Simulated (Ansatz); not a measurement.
## MgI₂: rattling a relaxed structure

The structure comes from a generated guess, relaxed at this level; another structure or a mixture of phases may lie lower.

The calculation used Ansatz, DFT PBE, scalar-relativistic, plane waves, PAW. Plane waves to 420 eV, a k mesh through Γ of 6×6×1 on the computed 3-atom cell and Gaussian smearing (0.02 eV); no spin polarisation.

The cell below (3 atoms, layer group p-3m1 (No. 72)) is relaxed within its symmetry. The sheet is periodic along a and b; c holds vacuum.

```
Mg I
1.0
     4.20559    0.00000    0.00000
    -2.10279    3.64214    0.00000
     0.00000    0.00000   30.45257
Mg I
1 2
Direct
  0.00000 0.00000 0.29554
  0.33333 0.66667 0.24059
  0.66667 0.33333 0.35049
```

For the test a repeat of it with 6 atoms (edges 8.41, 4.21 Å) was strained at random (σ = 1.5 % a component), the atoms were moved at random (σ = 0.15 Å), and all was relaxed again on a coarse 4×4×1 mesh (in the run’s order of axes) with 0.10 eV smearing, with no symmetry imposed.

Spin–orbit coupling, which can matter for I, is left out.

**Question.** What happens?

**Answer.** It returns, within 1 meV/atom of the unmoved cell on that mesh and with the same symmetry when read at 0.1 Å (C2/m at 0.01 Å, so small strains and shifts remain). So it is stable against the distortions that fit this cell and that this random move excites. Modes that don't fit the cell aren't tested.
